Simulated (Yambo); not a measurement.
G0W0@PBEsol for Rb2RhAgF6 (space group Fm-3m, No. 225) in Yambo (2×2×2 mesh, 8 Ry block, plasmon pole, screening fixed), without a terminator:

```csv
bands N in G,gap X → X (eV),shift of the valence edge (eV)
134,3.472,-0.322
219,3.435,-0.574
335,3.469,-0.748
```

Task: Extrapolate both columns to infinite N with E(N) = E∞ + A/N, test the form, and compare with the terminator.

Result: From two points, E∞ = (N2 E2 − N1 E1)/(N2 − N1). The two largest N give 3.53 eV for the gap and -1.08 eV for the shift; the two smallest give 3.38 eV and -0.97 eV. For the gap the slopes A are 13 and -22 eV: the form isn't reached, and its limit is uncertain. For the shift the slopes A are 87 and 110 eV: the form isn't reached, and its limit is uncertain. With the Bruneval-Gonze terminator and 335 bands the run gives 3.48 eV and -0.95 eV, 0.05 eV and 0.13 eV from the extrapolated values: the terminator too is an estimate of the remainder. Block, mesh and the bands in W are held fixed.

Spin-orbit coupling is not included.

Geometry of the Materials Project entry, not relaxed at this level; primitive cell a = 6.2540 Å, b = 6.2540 Å, c = 6.2540 Å, α = 60.00°, β = 60.00°, γ = 60.00°.

The structure is a Materials Project entry; no match was found in the copy of COD used, and its stability was not checked.

A shift is the quasiparticle energy of the state minus its PBEsol energy.
